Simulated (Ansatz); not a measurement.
## SiBi: reading a single point

```xyz
4
Lattice="1.9940 3.4538 0.0000 -1.9940 3.4538 0.0000 0.0000 0.0000 6.5448" Properties=species:S:1:pos:R:3 pbc="T T T"
Si    0.0000    4.6050    0.0000
Si    0.0000    2.3025    3.2724
Bi    0.0000    4.6050    2.4543
Bi    0.0000    2.3025    5.7267
```

Single point in Ansatz 0.2.0 with PBE, no spin polarisation. Cutoff 420 eV, PAW datasets, 10×10×5 Γ-centred k mesh, fermi-dirac filling (width 0.1 eV).

Is it stable against the elements?

1.45 eV an atom against the elements' usual phases (free molecules for gases, crystals otherwise, with no correction for O₂ or N₂), so at this geometry it isn't bound against them. Relaxing would lower it.

Which atom feels the largest force, and which way?

The largest is on Bi3 (and as large on other atoms): 0.20 eV/Å, components (0.00, 0.00, -0.20). It makes 110° with the line to a nearest neighbour, Si2 at 2.44 Å.

Give the Bader charges.

Bader charges in e: Si +0.25, Bi -0.25. In the mean Si gives up most and Bi takes most.

What happens at the Fermi level?

It is a metal, with about 2.5 states/eV a cell as the mean within 0.25 eV of the Fermi level, mostly Si p (38 %), Bi p (23 %) and Si s (16 %).

Origin: a known structure type with other elements, at an estimated volume, so it need not be a known compound. Caveats: atoms or cell far from equilibrium.
